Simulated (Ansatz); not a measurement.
FeSe2: do energies and stresses tell the same story?

The calculation used DFT LDA, scalar-relativistic, plane waves, PAW in Ansatz 0.2.0.

Settings: cutoff 420 eV, Γ-centred mesh 8×6×10 on the computed 6-atom cell, Gaussian smearing of 0.02 eV; no spin polarisation.

Relaxed cell: Pnnm, a = 4.685 Å, b = 5.644 Å, c = 3.517 Å, α = 90.00°, β = 90.00°, γ = 90.00°, 6 atoms in the primitive cell.

Energies at zero smearing and pressures from the stress tensor, at volumes with shape and atoms relaxed:
```tsv
V (Å³/atom)	E − E(first) (meV/atom)	P (GPa)
13.640	0.00	25.65
14.105	-62.25	17.50
14.570	-102.79	10.64
15.035	-125.05	4.87
15.500	-131.93	0.01
15.966	-125.83	-4.09
16.431	-108.85	-7.53
17.051	-72.21	-11.27
```

**Question.** Check P = −dE/dV between neighbouring volumes, and get the bulk modulus from the pressures alone.

**Answer.** With 1 eV/Å³ = 160.2 GPa:
```tsv
middle V (Å³/atom)	−ΔE/ΔV (GPa)	mean P (GPa)
13.873	21.449	21.572
14.338	13.968	14.071
14.803	7.669	7.758
15.268	2.369	2.440
15.733	-2.099	-2.042
16.198	-5.853	-5.809
16.741	-9.467	-9.400
```

The two differ by 0.12 GPa at most. The mean of two end pressures misses the average over a step by about ΔV² P″/12, up to 0.12 GPa here; with that taken off 0.01 GPa remains. Around V = 15.500 Å³/atom, the two neighbours give B = −V ΔP/ΔV = 15.500 × 8.96 / 0.930 = 149.4 GPa, against B0 = 148.2 GPa from the Birch–Murnaghan fit of the energies.

A ferromagnetic start lost its moments in a first run, so spin was left out; other magnetic orders weren't tried.

Cost: 9 runs of about 25 core-minutes in all, on Arm Neoverse V1 (shared hosts).